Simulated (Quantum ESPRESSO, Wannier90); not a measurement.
## TaAs (I4₁md), plane waves to Wannier functions

```
begin unit_cell_cart
ang
    0.0000000000   -3.4436300000    0.0000000000
    3.4436300000    0.0000000000    0.0000000000
   -1.7218150000    1.7218150000    5.8679400000
end unit_cell_cart
begin atoms_frac
Ta   0.2499700000 -0.2500300000  0.4999400000
Ta   0.4999700000  0.4999700000 -0.0000600000
As  -0.1673700000  0.3326300000 -0.3347400000
As   0.0826300000  0.0826300000  0.1652600000
end atoms_frac
```

Cell from Materials Project (mp-1936), symmetrised, no further relaxation. Not found in the COD (Crystallography Open Database) copy used; not checked further. Method: PBEsol plane waves in Quantum ESPRESSO 7.5 (PseudoDojo norm-conserving files, 68 Ry, spinors with spin-orbit coupling), Bloch states on a 4×4×4 mesh through Γ, Wannier90 4.0.1. Density: 10×10×10 mesh, cold smearing 0.01 Ry.

Bands 37-40 form an isolated set from -14.03 to -11.06 eV relative to the Fermi level (on the path) and are turned into 4 Wannier functions by minimising the spread from the start: atomic waves As 4s.

Centres (Cartesian, Å; one of the equivalent choices) and spreads:

```
n      x      y       z  spread (Å²)  nearest atom
-  -----  -----  ------  -----------  ------------
1  1.722  0.000  -1.958        1.762           As3
2  1.722  0.000  -1.958        1.762           As3
3  0.000  0.000   0.976        1.762           As4
4  0.000  0.000   0.976        1.762           As4
```

Ω_I = 6.99 Å², Ω_total = 7.05 Å²; the interpolated bands follow pw.x to 12 meV rms on the path. Only this start was tried; a symmetric start can stop on a saddle, and mixtures of these functions could lower the total by at most Ω_total − Ω_I.
